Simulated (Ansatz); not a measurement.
WC in space group P-6m2 (No. 187; W on 1a, C on 1f) at seven volumes, PBE in the plane-wave PAW code Ansatz, shape and atoms relaxed at each. One row is withheld.

```tsv
V (Å³/atom)	P (GPa)
9.576	44.01
9.892	26.95
10.208	12.40
10.523	-0.01
10.839	?
11.155	-19.64
11.471	-27.35
```

Fit the shown pressures and predict the withheld one.

P = (3/2)B₀(x^(7/2) − x^(5/2))[1 + (3/4)(B′ − 4)(x − 1)] with x = (V₀/V)^(2/3). Least squares on the six rows gives V₀ = 10.523 Å³/atom, B₀ = 381 GPa, B′ = 4.27. At V = 10.839, x = 0.9805 and P = -10.58 GPa. The run itself gave -10.60 GPa.

The cell was relaxed with PBE under the symmetry of its start. The run is not spin-polarised. Scalar-relativistic: spin–orbit coupling is off unless named, which matters more the heavier the elements.

Potentials: the later of the program's two PAW sets.
